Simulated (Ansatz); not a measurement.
Crystals of one structure type (Cu3Au type) and one family of elements, relaxed and computed with LDA (plane waves, PAW; program Ansatz).

```json
[
 {"crystal": "NbRh3", "K_Hill (GPa)": "300", "G_Hill (GPa)": "173"},
 {"crystal": "VCo3", "K_Hill (GPa)": "301", "G_Hill (GPa)": "173"},
 {"crystal": "TaRh3", "K_Hill (GPa)": "311", "G_Hill (GPa)": "178"},
 {"crystal": "NbIr3", "K_Hill (GPa)": "361", "G_Hill (GPa)": "?"},
 {"crystal": "VIr3", "K_Hill (GPa)": "372", "G_Hill (GPa)": "242"}
]
```

Problem. Fit a straight line to ln G against ln K and predict the withheld value.

Solution. Least squares on the 4 shown rows: ln G = 1.59 × ln K + (-3.926), with a scatter of 1.1 %. For NbIr3 this gives 230. The run itself gave 230, a miss of 0.0 % of that.

Standing as an ambient phase not checked: NbRh3, Cu3Au type; VCo3, Cu3Au type; TaRh3, Cu3Au type; NbIr3, Cu3Au type; VIr3, Cu3Au type. All cells were relaxed under the symmetry of their starts (and spin orders); stability against distortions was not tested throughout. Rows with no word on spin ran without spin polarisation. Spin–orbit coupling is left out wherever it is not named.

Potentials: the later of the program's two PAW sets.
